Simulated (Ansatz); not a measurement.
Ansatz (a quantum-chemistry and plane-wave program) input:

Ansatz 0.2 input:
```yaml
crystal:
  lattice:
    - [4.2547243023, 0.0, 0.0]
    - [0.0, 4.27694208, 0.0]
    - [0.0, 0.0, 2.8198214852]
  atoms:
    - { symbol: Co, position: [0.6453153394, 0.7451278701, 0.0] }
    - { symbol: Co, position: [0.3546846606, 0.2548721299, 0.0] }
    - { symbol: Co, position: [0.8546846606, 0.2451278701, 0.5] }
    - { symbol: Co, position: [0.1453153394, 0.7548721299, 0.5] }
    - { symbol: C, position: [0.0, 0.0, 0.0] }
    - { symbol: C, position: [0.5, 0.5, 0.5] }
kpoints:
  mp_grid: { grid: [10, 10, 14] }
hamiltonian:
  xc: lda
  pseudopotentials: { kind: paw }
scf:
  occupations: { method: fermi_dirac, width: 0.1 }
phonons:
  method: dfpt
  response_accuracy: low
  eigenvectors: true
  rigid_motions: translations
```

Output (shortened):

```
Pseudopotential: Co, paw, valence charge 17
Pseudopotential: C, paw, valence charge 4
Functional definition: SPW92
Crystal: 6 atoms, lattice volume = 51.313 Å³
Basis set: ecut = 420 eV, 1009 PW (Γ), exchange–correlation on 60×60×40 points (8 copies of the dense FFT grid, shifted against one another)
Bands: 46, of which v1, the nominal top of the filled ones, is band 38 counted from 1 (37 counted from 0)
Symmetry: 8 space group operations
k-points: 416 of 1400 (irreducible under 2 space group operations, time reversal used)
SCF iter   1: F=—  HF=-20737.298035 eV  |F-HF|=—  |Δ(HF+E_count)|=         —  Δρ=1.39e-2  dr2=3.03e-2  ethr=1.77e-3  ⟨swp⟩=6.0  Hψ=65297  notcnv=0  defer=71
preconditioner: auto → Kerker (q_TF=auto, 2.913 Å⁻¹)
SCF iter   2: F=—  HF=-20737.290334 eV  |F-HF|=—  |Δ(HF+E_count)|=   7.70e-3  Δρ=4.98e-3  dr2=4.87e-3  ethr=3.99e-5  ⟨swp⟩=2.1  Hψ=34808  notcnv=0  defer=116
SCF iter   3: F=—  HF=-20737.289358 eV  |F-HF|=—  |Δ(HF+E_count)|=   9.76e-4  Δρ=1.71e-3  dr2=7.85e-4  ethr=6.40e-6  ⟨swp⟩=1.8  Hψ=26443  notcnv=0  defer=116
SCF iter   4: F=—  HF=-20737.289175 eV  |F-HF|=—  |Δ(HF+E_count)|=   1.83e-4  Δρ=2.76e-4  dr2=3.07e-5  ethr=1.03e-6  ⟨swp⟩=2.0  Hψ=23505  notcnv=0  defer=116
SCF iter   5: F=—  HF=-20737.289172 eV  |F-HF|=—  |Δ(HF+E_count)|=   2.93e-6  Δρ=8.48e-5  dr2=2.47e-6  ethr=4.04e-8  ⟨swp⟩=1.7  Hψ=25745  notcnv=0  defer=116
SCF iter   6: F=—  HF=-20737.289168 eV  |F-HF|=—  |Δ(HF+E_count)|=   3.79e-6  Δρ=2.36e-5  dr2=1.61e-7  ethr=3.26e-9  ⟨swp⟩=2.0  Hψ=25255  notcnv=0  defer=116
SCF iter   7: F=—  HF=-20737.289168 eV  |F-HF|=—  |Δ(HF+E_count)|=  4.26e-10  Δρ=1.31e-5  dr2=6.38e-8  ethr=2.12e-10  ⟨swp⟩=2.6  Hψ=34201  notcnv=0  defer=116
SCF iter   8: F=—  HF=-20737.289168 eV  |F-HF|=—  |Δ(HF+E_count)|=   1.20e-8  Δρ=5.31e-6  dr2=6.36e-9  ethr=8.40e-11  ⟨swp⟩=2.6  Hψ=31887  notcnv=0  defer=116
SCF iter  11: F=-20737.289168 eV  HF=-20737.289168 eV  |F-HF|=0.00e0  |Δ(HF+E_count)|=  1.46e-11  Δρ=1.14e-7  dr2=2.58e-12  ethr=1.00e-12  ⟨swp⟩=6.5  Hψ=87814  notcnv=0
SCF 1 converged in 11 iterations: F = -20737.289168 eV  dr2 = 2.58e-12
DFPT response loops at Γ: preconditioner auto → Kerker (q_TF=auto, 2.913 Å⁻¹) (partly filled bands, converged f_vac=0.000) …
SCF converged after 11 iterations
Free energy (F): -20737.289168 eV
Harris-Foulkes:  -20737.289168 eV  (|F-HF|=0.00e0)
Internal energy: -20737.121840 eV  (E = F + TS)
E sigma→0 (E₀):  -20737.205504 eV
Entropy (-TS):   -0.167329 eV (-27.888 meV/atom)
Fermi energy:    18.632678 eV
--- Per-component energies (eV) ---
  E_band       = -900.802894
  E_kinetic    = 2010.891403
  E_local      = -11864.982657  (includes V_loc(G=0)·N_el)
  E_nonlocal   = 1902.527017
  E_hartree    = 4987.902419
  E_xc         = -731.687382
  E_vxc        = -944.759297  (∫ρ·V_xc dr)
  E_paw        = -5997.770158  (= ΣΔE_a)
  E_vpaw       = -1980.284480  (= ΣTr[D̂ρ^β])
  E_aug_tail   = 0.000254  (compensation charges beyond the density's cutoff)
  E_ewald      = -11045.801402
  E_core_change = 1.798667  (= ΣΔE_core)
  E_smearing   = -0.167329  (= −TS)
  E_closure    =  0.000000  (closes the sum)
  Σ components = -20737.289168   (vs F -20737.289168, Δ=0.00e0)
  [band-id]    e_kinetic+e_local+e_nonlocal+2·e_hartree+e_vxc+e_vpaw+e_augmentation_tail = -900.802923   (vs E_band -900.802894, Δ=-2.89e-5)
--- Band table (eV; the first three rows and the last of 416) ---
  k-point 0: bands = ["-75.6794", "-75.6434", "-75.6368", "-75.6274", "-39.8086", "-39.6590", "-39.6380", "-39.5737", "-39.4494", "-39.3929", "-39.3554", "-39.3475", "-39.1675", "-39.0372", "-39.0181", "-38.9857", "4.0568", "6.9930", "11.0735", "11.7356", …
  k-point 1: bands = ["-75.6786", "-75.6430", "-75.6372", "-75.6274", "-39.8062", "-39.6574", "-39.6399", "-39.5742", "-39.4507", "-39.3951", "-39.3585", "-39.3515", "-39.1654", "-39.0367", "-39.0198", "-38.9865", "4.1322", "7.0085", "11.1546", "11.8069", …
  k-point 2: bands = ["-75.6765", "-75.6419", "-75.6382", "-75.6275", "-39.7993", "-39.6525", "-39.6456", "-39.5756", "-39.4543", "-39.4011", "-39.3672", "-39.3627", "-39.1592", "-39.0351", "-39.0247", "-38.9888", "4.3536", "7.0494", "11.3896", "12.0101", …
  k-point 415: bands = ["-75.6457", "-75.6457", "-75.6400", "-75.6400", "-39.7417", "-39.7417", "-39.6057", "-39.6057", "-39.4454", "-39.4454", "-39.4226", "-39.4226", "-39.0773", "-39.0773", "-39.0112", "-39.0112", "6.7639", "6.7639", "11.8700", "11.8700", …
--- Phonons (Γ-DFPT): 6 representative perturbations + reference, on 416 of 1400 k-points (Σ response iterations 24) ---
  ASR residual: 6.527e-4 → 0.000e0 eV/Å²; symmetrization residual: 1.245e-5 eV/Å²
  ASR residual per site (eV/Å²): 6.53e-4 6.53e-4 6.53e-4 6.53e-4 5.44e-5 5.44e-5
  Γ frequencies (cm⁻¹): 0.00 0.00 0.00 152.30 185.52 226.69 230.38 263.73 269.71 282.15 324.21 421.32 588.09 605.26 691.47 698.44 719.48 728.49
  non-analytic LO–TO correction: not included (Born effective charges unavailable; polar crystals: no LO–TO splitting at Γ)
```

Cost: about 16 core-minutes (a rough figure) on shared cores.

Space group Pnnm. The first step of the workflow began from a Materials Project structure, measured or hypothetical; the Crystallography Open Database files this formula in space group No. 58, but the cells were not matched. Whether it is the stable phase at ambient conditions was not checked. The cell was relaxed with LDA under the symmetry of its start; its stability against distortions is not shown here. No spin polarisation was allowed. As this level gives no gap, phonon frequencies hold no LO–TO term and depend on the k-mesh and smearing (Fermi–Dirac, 0.1 eV here).

Potentials: the later of the program's two PAW sets.

Ansatz is a plane-wave DFT program.
